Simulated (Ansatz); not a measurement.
Here is the system:

SnO₂:
```
SnO2
1.0
    3.53579     0.00000     0.00000
    0.00000     3.53579     0.00000
    0.00000     0.00000     5.45253
Sn O
2 4
Direct
  0.00000   0.00000   0.00000
  0.50000   0.50000   0.50000
  0.00000   0.50000   0.17398
  0.00000   0.50000   0.67398
  0.50000   0.00000   0.32602
  0.50000   0.00000   0.82602
```

This is the HSE06-relaxed structure.

Problem. All from HSE06 in the plane-wave PAW code Ansatz, unless another level is named. Predict the band gap.

Solution. 2.75 eV (indirect).

Problem. Predict the valence-band maximum.

Solution. at M.

Problem. And the conduction-band minimum?

Solution. at Γ.

Space group P4_2/nmc. The cell is a constructed one: a structure type filled with these elements; neither database checked (COD, Materials Project) lists it. It is not the phase usual at ambient conditions (space group No. 136). The HSE06 relaxation kept the symmetry of its start; its stability against distortions is not shown here. The hybrid was solved on a coarse mesh, the path and, where they were found, the r²SCAN edge points; its band edges are the extreme levels among these. Spin–orbit coupling is left out wherever it is not named.

Potentials: the later of the program's two PAW sets.
